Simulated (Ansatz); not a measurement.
**Ta6O: pressure against volume**

Ta6O, C2/m, a = 4.848 Å, b = 9.589 Å, c = 4.841 Å, β = 96.0°. The structure is a Materials Project entry; whether it is the stable form wasn't checked. Ansatz: PBEsol, PAW, 420 eV, Γ-centred 8×4×8 mesh on 14 atoms, Gaussian smearing 0.10 eV; no spin polarisation. Shape and atoms are relaxed at each volume; pressure is positive in compression.

```tsv
V (Å³/atom)	P (GPa)
14.069	38.26
14.549	26.44
15.028	16.27
15.508	?
15.988	0.00
16.467	-6.46
16.947	-12.00
17.586	-18.18
```

Question: Take V0 = 15.988 Å³/atom, fit the third-order Birch–Murnaghan form to the other rows, and predict the missing pressure.

Answer: With the Eulerian strain f = ½[(V0/V)^(2/3) − 1] and y = P/[3f(1 + 2f)^(5/2)], the form is the line y = B0 + 1.5 B0 (B0′ − 4) f. Rows (f, y): 0.04449, 231.6; 0.03245, 232.1; 0.02107, 232.2; -0.00974, 232.2; -0.01905, 231.4; -0.03077, 230.8. Means f = 0.006408, y = 231.72; Σ(Δf)² = 0.004634, ΣΔfΔy = 0.04696; the slope is their ratio. y = 231.7 + 10.13 f GPa, so B0 = 231.7 GPa and B0′ = 4 + 2 × (10.13)/(3 × 231.7) = 4.03. At V = 15.508, f = 0.01026, y = 231.80 and P = 7.51 GPa. The run gave 7.52 GPa, so the fit is 0.01 GPa too low, within the rms miss on the fitted rows (0.04 GPa).

Spin–orbit coupling is left out, which can shift energies with elements as heavy as these.

Cost: 8 runs of about 2.1 core-hours in all, on Intel Xeon Platinum 8259CL (Skylake/Cascade Lake) (shared hosts).